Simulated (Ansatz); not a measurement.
AlNi₃ (Cu3Au type), relaxed with PBE (Ansatz, an electronic-structure program, plane waves, PAW): a = b = c = 3.5668 Å, α = β = γ = 90.00°.

* **ΔH_f (eV/atom)**: -0.43
* **B₀ by P(V) fit (GPa)**: 182
* **K_Hill (GPa)**: 181
* **G_Hill (GPa)**: 83.5
* **Θ_D (K)**: 496
* **spin order and moments (μB)**: ferromagnetic; net 0.19 per atom; largest site about 0.3

**Question.** The same phase is relaxed and computed with PBEsol in the same code. What are the cell and these values now?

**Answer.** a = 3.5192 Å, b = 3.5192 Å, c = 3.5192 Å, α = 90.00°, β = 90.00°, γ = 90.00°.

- ΔH_f (eV/atom) = -0.44
- B₀ by P(V) fit (GPa) = 203
- K_Hill (GPa) = 203
- G_Hill (GPa) = 91.8
- Θ_D (K) = 517
- spin order and moments (μB) = ferromagnetic; net 0.17 per atom; largest site about 0.3

Spin orders computed, not proven ground states: AlNi3, Cu3Au type with PBE ferromagnetic; AlNi3, Cu3Au type with PBEsol ferromagnetic. All cells were relaxed under the symmetry of their starts (and spin orders); stability against distortions was not tested throughout.

Potentials: the later of the program's two PAW sets.

Ansatz is a plane-wave DFT program.

Formation energies count from the lowest solids of the elements computed at the same level, not from gases.
